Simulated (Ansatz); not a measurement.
HfTeS in space group P3m1 (No. 156; Hf on 1b, Te on 1a, S on 1c), r²SCAN+D4 (plane waves, PAW; program Ansatz). The conduction-band minimum lies at L, with 3 equivalent valleys. Second derivatives d²E/dk² of the lowest band at one valley (eV·Å²), along Cartesian directions:

```tsv
direction	d²E/dk²
[100]	34.09
[010]	2.245
[001]	4.434
[110]	18.20
[101]	19.30
[011]	1.380
```

Task: Find the principal effective masses, the density-of-states mass and the conductivity mass.

Result: Off-diagonal terms follow from H_xy = H[110] − (H_xx + H_yy)/2, and m*/mₑ = 7.620 eV·Å² over each eigenvalue: 0.22, 1.4, 7.0. One valley's DOS mass (m₁m₂m₃)^(1/3) = 1.3, conductivity mass 3/(Σ 1/mᵢ) = 0.56 mₑ.

Task: What effective density of states Nc follows at 300 K for parabolic valleys?

Result: Nc = 2.509e19 × 3 × (1.3)^(3/2) ≈ 1.1e20 cm⁻³.

The first step of the workflow began from a Materials Project structure, measured or hypothetical; the Crystallography Open Database copy checked does not list it. Whether it is the stable phase at ambient conditions was not checked. The r²SCAN+D4 relaxation kept the symmetry of its start; whether a distortion lowers the energy is not shown. The run is not spin-polarised. Scalar-relativistic: spin–orbit coupling is off unless named, which matters more the heavier the elements.

Potentials: the later of the program's two PAW sets.

Edges and masses are those of Kohn–Sham bands, whose gap is no quasiparticle gap.
